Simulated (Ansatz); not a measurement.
Relaxed-ion elastic tensor of CuCl (zinc blende, space group No. 216) in GPa (Voigt order), the program Ansatz at the PBEsol level (PAW); density 4.44 g/cm³, 18.50 Å³ per atom.

|  | 1 | 2 | 3 | 4 | 5 | 6 |
|---|---|---|---|---|---|---|
| 1 | 71.3 | 58.7 | 58.7 | 0.0 | 0.0 | 0.0 |
| 2 | 58.7 | 71.3 | 58.7 | 0.0 | 0.0 | 0.0 |
| 3 | 58.7 | 58.7 | 71.3 | 0.0 | 0.0 | 0.0 |
| 4 | 0.0 | 0.0 | 0.0 | 15.9 | 0.0 | 0.0 |
| 5 | 0.0 | 0.0 | 0.0 | 0.0 | 15.9 | 0.0 |
| 6 | 0.0 | 0.0 | 0.0 | 0.0 | 0.0 | 15.9 |

### Question
Is the crystal mechanically stable?

### Answer
Yes: the smallest eigenvalue of C is 12.6 GPa.

### Question
Work out the Voigt, Reuss and Hill averages.

### Answer
K_V = 62.9, K_R = 62.9, K_H = 62.9; G_V = 12.1, G_R = 9.9, G_H = 11.0 GPa.

### Question
Give Young's modulus, Poisson's ratio, Pugh's ratio and the universal anisotropy index.

### Answer
E = 9KG/(3K + G) = 31.1 GPa; ν = 0.42; K/G = 5.74 (ductile by the Pugh limit of 1.75); A_U = 5G_V/G_R + K_V/K_R − 6 = 1.11.

### Question
Estimate the sound speeds and the Debye temperature.

### Answer
v_l = √((K + 4G/3)/ρ) = 4180 m/s, v_t = √(G/ρ) = 1570 m/s, mean 1780 m/s; Θ = (h/k)(3n/4πV)^(1/3) v_m = 201 K.

### Question
Give the Zener ratio and Young's modulus along [100], [110] and [111].

### Answer
A = 2C44/(C11 − C12) = 2.53; 1/E = S11 − 2(S11 − S12 − S44/2)Γ with Γ = 0, 1/4, 1/3 gives 18.2, 32.5, 44.0 GPa.

### Question
Solve the Christoffel equation for the three sound speeds along [100], [110], [111].

### Answer
Eigenvalues of C_ijkl n_j n_l equal ρv² (piezoelectric stiffening left out). In km/s, slowest first: [100] 1.89, 1.89, 4.01; [110] 1.19, 1.89, 4.27; [111] 1.46, 1.46, 4.35.

Space group F-43m (zinc blende). The cell was relaxed with PBEsol under the symmetry of its start. The run is not spin-polarised.

Potentials: the earlier of the program's two PAW sets. The files were generated under PBE; for other functionals the program regenerates the frozen cores, and for LDA and PBEsol the local potential too.
